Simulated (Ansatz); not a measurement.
InSb (zinc blende)

```
CELL_PARAMETERS angstrom
      0.00000     3.27796     3.27796
      3.27796     0.00000     3.27796
      3.27796     3.27796     0.00000
ATOMIC_POSITIONS crystal
  Sb 0.75000 0.75000 0.75000
  In 0.00000 0.00000 0.00000
```

This relaxed cell (volume V₀) is scaled evenly in all directions, its shape held. Symmetry pins the atoms to their sites.

Method: r2SCAN (plane waves to 500 eV, PAW, scalar-relativistic; Ansatz, an electronic-structure program). k mesh 12×12×12 (Γ-centred), Fermi-Dirac smearing 0.05 eV. E stands for the smeared free energy. At this level the bands of InSb touch or barely overlap; measurements give the solid a gap. InSb was relaxed with its symmetry unable to fall. Spin-orbit coupling is left out, though Sb is heavy. ΔE is measured from the relaxed starting cell.

Question: Predict the ΔE (meV/atom) at V/V₀ = 0.940, 0.955, 0.985, 1.045, 1.060.

Answer: 
```
V/V₀   ΔE (meV/atom)
-----  -------------
0.940             19
0.955             11
0.985              1
1.045              9
1.060             15
```

(Under strain, the slope of the energy per volume gives the stress and its curvature an elastic modulus.)
